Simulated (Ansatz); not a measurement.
BaTiO$_{3}$ (cubic perovskite)

```xyz
5
Lattice="3.9944 0.0000 0.0000 0.0000 3.9944 0.0000 0.0000 0.0000 3.9944" Properties=species:S:1:pos:R:3 pbc="T T T"
Ba     0.0000     0.0000     0.0000
Ti     1.9972     1.9972     1.9972
O      0.0000     1.9972     1.9972
O      1.9972     1.9972     0.0000
O      1.9972     0.0000     1.9972
```

The relaxed cell is deformed in two ways at once: its volume V is scaled, and at that volume it is stretched along z (the c axis of the conventional cell) so that c/a changes. Fractional atomic positions are held.

Computed with r2SCAN (plane waves to 500 eV, PAW, scalar-relativistic; Ansatz, a first-principles code). k mesh 8×8×8 (Γ-centred), Fermi-Dirac smearing 0.05 eV. Stress and pressure are positive under compression. BaTiO3 is run without spin polarisation. BaTiO3 was relaxed with its symmetry unable to fall. The PAW data are Ansatz's earlier set. This is a high-temperature form of BaTiO3. 

```
σzz (GPa)             V/V₀ = 0.960  V/V₀ = 0.980  V/V₀ = 1.000  V/V₀ = 1.020  V/V₀ = 1.040
--------------------  ------------  ------------  ------------  ------------  ------------
(c/a)/(c/a)₀ = 0.880             …          31.6          25.7          20.4          15.5
(c/a)/(c/a)₀ = 0.940             …          14.8          10.1           5.8           2.0
(c/a)/(c/a)₀ = 1.000           8.1           3.8           0.0          -3.4             …
(c/a)/(c/a)₀ = 1.060           0.1          -3.4             …          -9.3         -11.8
(c/a)/(c/a)₀ = 1.120          -5.3          -8.2         -10.7         -13.0         -15.0
```

**Question.** Some entries are withheld; supply them.

**Answer.** 
- (c/a)/(c/a)₀ = 0.880, V/V₀ = 0.960: 38.1
- (c/a)/(c/a)₀ = 0.940, V/V₀ = 0.960: 20.0
- (c/a)/(c/a)₀ = 1.000, V/V₀ = 1.040: -6.5
- (c/a)/(c/a)₀ = 1.060, V/V₀ = 1.000: -6.5

(Under strain, the slope of the energy per volume gives the stress and its curvature an elastic modulus.)
